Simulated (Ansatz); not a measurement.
Pb2Au in space group I4/mcm (No. 140; Pb on 8h, Au on 4a), DFT-PBE in the program Ansatz with PAW potentials, all energies at zero smearing, with the estimated change up to a 700 eV cutoff added, with one set of potentials and settings (totals compare only within such a set). Cell of 6 atoms (4 Pb, 2 Au): -73924.848 eV.

```json
[
 {"element": "Pb", "reference phase": "Fm-3m, 1 atoms in the cell", "E (eV/atom)": "-11906.4191"},
 {"element": "Au", "reference phase": "Fm-3m, 1 atoms in the cell", "E (eV/atom)": "-13149.3277"}
]
```

Formation energy per atom, worked out: (-73924.848 − 4×(-11906.4191) − 2×(-13149.3277))/6 = -0.086 eV/atom (-8 kJ per mol of atoms), at 0 K, without zero-point energy or fitted corrections.

The workflow started from a Materials Project entry (that database holds measured and hypothetical structures alike); the Crystallography Open Database files this formula in space group No. 140, but the cells were not matched. Whether it is the stable phase at ambient conditions was not checked. The cell was relaxed with PBE under the symmetry of its start; whether a distortion lowers the energy is not shown. The references are the lowest solids computed at this level, not always the standard phases. Spin–orbit coupling is left out wherever it is not named.

Potentials: the later of the program's two PAW sets.
